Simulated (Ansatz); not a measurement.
This run works on a proposed trial structure, not on a known crystal.

Input and command of a plane-wave DFT calculation in Ansatz:

```yaml
crystal:
  lattice:
    - [1.5698883098, -8.6084058116, 0.0]
    - [1.5698883098, 8.6084058116, 0.0]
    - [0.0, 0.0, 3.0153216531]
  atoms:
    - { symbol: Ti, position: [0.6926448926, 0.3073551074, 0.25] }
    - { symbol: Ti, position: [0.0721381822, 0.9278618178, 0.75] }
    - { symbol: Ti, position: [0.3073551074, 0.6926448926, 0.75] }
    - { symbol: Ti, position: [0.9278618178, 0.0721381822, 0.25] }
    - { symbol: B, position: [0.527187967, 0.472812033, 0.25] }
    - { symbol: B, position: [0.472812033, 0.527187967, 0.75] }
    - { symbol: "N", position: [0.1889470801, 0.8110529199, 0.75] }
    - { symbol: "N", position: [0.8110529199, 0.1889470801, 0.25] }
basis:
  ecutwfc: 500
kpoints:
  mp_grid: { grid: [10, 10, 10] }
  band_path:
    path:
      - [[0.0, 0.0, 0.0], [-0.5, 0.5, 0.0], [-0.25831442, 0.74168558, 0.0]]
      - [[0.25831442, 0.25831442, 0.0], [0.0, 0.0, 0.0], [0.0, 0.0, 0.5], [0.25831442, 0.25831442, 0.5]]
      - [[-0.25831442, 0.74168558, 0.5], [-0.5, 0.5, 0.5], [-0.5, 0.5, 0.0]]
      - [[0.0, 0.0, 0.0], [0.0, 0.5, 0.0], [0.0, 0.5, 0.5], [0.0, 0.0, 0.5], [-0.5, 0.5, 0.5]]
    npoints: 14
hamiltonian:
  xc: r2scan
scf:
  occupations: { method: gaussian, width: 0.1 }
  n_extra_bands: 20
output:
  forces: true
  stress: true
  eigenvalues: true
  populations: true
  dos: { projected: true, de: 0.02, nscf_kmesh: { grid: [12, 12, 12] } }
  bader: true
  write_density: true
  write_potential: true
  elf: true
  volumetric_format: npy
```

```bash
ansatz run input.yaml --threads 1 --pin off --max-ram 2560MiB --backend cpu --events-out ev --progress --plain --runs-dir out
```

Processor: Intel(R) Xeon(R) Processor @ 2.50GHz (Skylake/Cascade Lake), 1 thread, on a host shared with other jobs.

Task: How long does it run, and how much memory does it take?

Result: About 9.4 min, peak memory 1.4 GiB. It solves 52 bands at 186 k points (after reduction by symmetry) with about 2057 plane waves, in 9 SCF iterations.
